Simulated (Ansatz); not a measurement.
# HfC: what relativity and spin–orbit coupling change

```xyz
2
Lattice="0.0000 2.3171 2.3171 2.3171 0.0000 2.3171 2.3171 2.3171 0.0000" Properties=species:S:1:pos:R:3 pbc="T T T"
Hf    0.0000    0.0000    0.0000
C     2.3171    2.3171    2.3171
```

Atoms are numbered in the order listed.

Structure from Materials Project entry mp-21075 (possibly hypothetical), not relaxed further.

One fixed cell is solved with LDA by all-electron LAPW in Ansatz 0.2.0 under different relativistic treatments. Pressure is positive in compression.

The runs use a Γ-centred 14×14×14 k mesh, Fermi–Dirac smearing of 0.05 eV, basis error target 0.5 meV/atom, no spin polarisation.

| setting | P (GPa) |
| --- | --- |
| scalar-relativistic | -9.62 |
| non-relativistic | ? |
| with spin–orbit coupling | ? |
| scalar-relativistic, point nuclei | -9.63 |

Question: What belongs in the row "with spin–orbit coupling", column "P (GPa)"?

Answer: -10.25.

Question: Give the missing entry: row "non-relativistic", column "P (GPa)".

Answer: 2.31.
